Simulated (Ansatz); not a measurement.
**Two states of FeMoBrO4**

```
Mo O Br Fe
1.0
     6.80572    0.00000    0.00000
     0.00000    6.80572    0.00000
     0.00000    0.00000    5.18067
Mo O Br Fe
2 8 2 2
Cartesian
  5.1043 1.7014 0.0000
  1.7014 5.1043 0.0000
  1.7014 6.5389 1.0708
  3.6696 1.7014 1.0708
  1.7014 3.6696 1.0708
  6.5389 1.7014 1.0708
  5.1043 0.2668 4.1098
  0.2668 5.1043 4.1098
  5.1043 3.1361 4.1098
  3.1361 5.1043 4.1098
  1.7014 1.7014 3.6736
  5.1043 5.1043 1.5071
  1.7014 1.7014 1.4009
  5.1043 5.1043 3.7798
```

Single point in Ansatz 0.2.0 with PBE, with U_eff = 6.46 eV on Fe d (all-electron-ortho-atomic projectors). Cutoff 420 eV, PAW datasets, 3×3×4 Γ-centred k mesh, fermi-dirac filling (width 0.0459 eV).

State A: Fe13 up, Fe14 down (collinear spin). State B: Fe13 up, Fe14 up (collinear spin).

Question: Compare the two self-consistent states.

Answer: They are level within 1 meV an atom.

```tsv
state	free energy (meV/atom)	largest moment in a small sphere (μB)	net moment (μB/cell)	gap on mesh (eV)	pressure (GPa)	largest force (eV/Å)
A	0.0	3.93	0.00	1.44	1.5	1.12
B	0.6	3.93	10.00	1.31	1.5	1.11
```

Origin: a known structure type with other elements, at an estimated volume, so it need not be a known compound. Caveats: gaps of Fe, Co and Ni magnets come out low on these datasets; an odd or shifted mesh can miss the band edges, so this level's true gap may be smaller.
